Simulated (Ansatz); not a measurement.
AlB₂Ru₂ (Cmmm), relaxed with PBEsol (Ansatz, an electronic-structure program, plane waves, PAW): a = 2.929 Å, b = 12.727 Å, c = 2.797 Å, α = 90.00°, β = 90.00°, γ = 90.00°.

| Quantity | Value |
|---|---|
| ΔH_f (eV/atom) | -0.38 |

**Question.** The same phase is relaxed and computed with PBE in the same code. What are the cell and these values now?

**Answer.** a = 2.9465 Å, b = 12.8491 Å, c = 2.8217 Å, α = 90.00°, β = 90.00°, γ = 90.00°.

- ΔH_f (eV/atom) = -0.35

Typed or built starts, not in the databases checked: AlB2Ru2, Cmmm (Al on 2a, Ru on 4j, B on 4i). All cells were relaxed under the symmetry of their starts (and spin orders); stability against distortions was not tested throughout. Rows with no word on spin ran without spin polarisation. Scalar-relativistic: spin–orbit coupling is off unless named, which matters more the heavier the elements.

Potentials: the later of the program's two PAW sets.

Ansatz is a plane-wave DFT program.

Formation energies count from the lowest solids of the elements computed at the same level, not from gases.
